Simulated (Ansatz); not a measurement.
Given:

Relaxed MoS$_{2}$ (2H-MoS2 type, space group P6_3/mmc):

```yaml
crystal:
  lattice:
    - [3.17320, 0.00000, 0.00000]
    - [-1.58660, 2.74807, 0.00000]
    - [0.00000, 0.00000, 12.43700]
  atoms:
    - { symbol: Mo, position: [0.33333, 0.66667, 0.25000] }
    - { symbol: Mo, position: [0.66667, 0.33333, 0.75000] }
    - { symbol: S, position: [0.33333, 0.66667, 0.62490] }
    - { symbol: S, position: [0.66667, 0.33333, 0.12490] }
    - { symbol: S, position: [0.66667, 0.33333, 0.37510] }
    - { symbol: S, position: [0.33333, 0.66667, 0.87510] }
```

In each cell atom 4 (S, nearest neighbour Mo at 2.404 Å; its periodic images, 3.2 Å or more away, move with it) moves by s·(0.707, 0.707, 0.000) (along Cartesian [110]), the rest being held.

These are r2SCAN+rVV10 (plane waves to 500 eV, PAW, scalar-relativistic; Ansatz, an electronic-structure program) values and carry that method's errors. k mesh 10×10×3 (Γ-centred), Fermi-Dirac smearing 0.05 eV. Energies are smeared free energies. MoS2 is run without spin polarisation. MoS2 was relaxed with its symmetry unable to fall. The PAW data are Ansatz's earlier set. The zero of ΔE is the undisplaced structure.

The scan covers s from -0.480 to 0.480 Å in 11 points.

Q: Is the energy the same for displacements of ±0.480 Å, and if not, which side lies higher?

A: Not even: the positive side lies higher at ±0.480 Å. With its periodic images moving along, the atom's site symmetry in this cell is 3m..

Q: What force acts on the atom along the line at s = -0.480 Å?

A: 3.48 eV/Å.

Q: What is the force constant k = d²E/ds² of this move at s = 0?

A: 10.0 eV/Å².

(For displaced atoms, the force is minus the slope of the energy, and its curvature is a force constant, which sets phonon frequencies.)
